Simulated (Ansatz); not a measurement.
Mo:
```yaml
crystal:
  lattice:
    - [2.73668, 0.00000, 0.00000]
    - [-1.36834, 2.37004, 0.00000]
    - [0.00000, 0.00000, 4.92780]
  atoms:
    - { symbol: Mo, position: [0.33333, 0.66667, 0.25000] }
    - { symbol: Mo, position: [0.66667, 0.33333, 0.75000] }
```

Relaxed with r²SCAN. Special points in fractions of this cell's reciprocal vectors: Γ (0.000, 0.000, 0.000); M (0.500, 0.000, 0.000); K (0.333, 0.333, 0.000); A (0.000, 0.000, 0.500); L (0.500, 0.000, 0.500); H (0.333, 0.333, 0.500).

### Question
List the band energies nearest the Fermi level at these points for r²SCAN with spin–orbit coupling (plane waves, PAW; program Ansatz).

### Answer
In eV from the Fermi level; about four levels below and three above (degenerate sets whole), none deeper than 8.9 eV; points with the same levels are listed once.

| k | below | above |
|---|---|---|
| Γ | -0.31 -0.31 -0.11 -0.11 | 0.29 0.29 1.64 1.64 |
| M | -0.32 -0.32 -0.23 -0.23 | 3.82 3.82 4.73 4.73 |
| K | -1.59 -1.59 -1.52 -1.52 | 0.16 0.16 2.48 2.48 |
| A | -0.56 -0.56 -0.56 -0.56 | 2.87 2.87 2.87 2.87 |
| L | -3.58 -3.58 -3.58 -3.58 | 1.39 1.39 1.39 1.39 |
| H | -1.30 -1.30 -1.26 -1.26 | 0.31 0.31 0.41 0.41 |

Space group P6_3/mmc (hcp (Mg type)). The start of the workflow was typed in or built on a structure type; the Crystallography Open Database copy checked does not list it. It is not the phase usual at ambient conditions (space group No. 229). The cell was relaxed with r²SCAN under the symmetry of its start; whether a distortion lowers the energy is not shown. No spin polarisation was allowed.

Potentials: the later of the program's two PAW sets.
